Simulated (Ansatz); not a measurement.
## ZrB in the rocksalt structure

Computed with Ansatz (plane waves, PAW, 420 eV cutoff): PBE, scalar-relativistic, no spin polarisation, Γ-centred 9×9×9 mesh, 0.05 eV Gaussian smearing; PAW files: Ansatz's generated set soft_2.

```cif
data_structure
_symmetry_space_group_name_H-M 'P 1'
_symmetry_Int_Tables_number 1
_cell_length_a 6.9356
_cell_length_b 3.4678
_cell_length_c 3.4678
_cell_angle_alpha 60.000
_cell_angle_beta 60.000
_cell_angle_gamma 60.000
_cell_volume 58.98
loop_
_atom_site_label
_atom_site_type_symbol
_atom_site_fract_x
_atom_site_fract_y
_atom_site_fract_z
_atom_site_occupancy
Zr1 Zr 0.25000 0.50000 0.50000 1
B1 B 0.00000 0.00000 0.00000 1
Zr2 Zr 0.75000 0.50000 0.50000 1
B2 B 0.50000 0.00000 0.00000 1
```

The compound is reported in the structure type of the start.

The cell above (space group Fm-3m at a tolerance of 0.05 Å) comes from a relaxation within its symmetry on a finer mesh. All atoms were then moved at random (spread 0.15 Å) and the cell was relaxed without symmetry.

Problem. What does it relax into?

Solution. It returns: the energy ends within 0.1 meV/atom of the undisturbed cell and space group Fm-3m is found again (tolerance 0.05 Å). The test covers only distortions that fit this cell.

```
step (a selection, trial steps included)  E − E(end) (meV/atom)
                                       1                  450.3
                                       2                   88.1
                                       3                    3.2
                                       4                    0.1
                                       5                    0.0
                                       6                    0.0
```

The k-mesh is coarse, so small energy differences aren't converged.
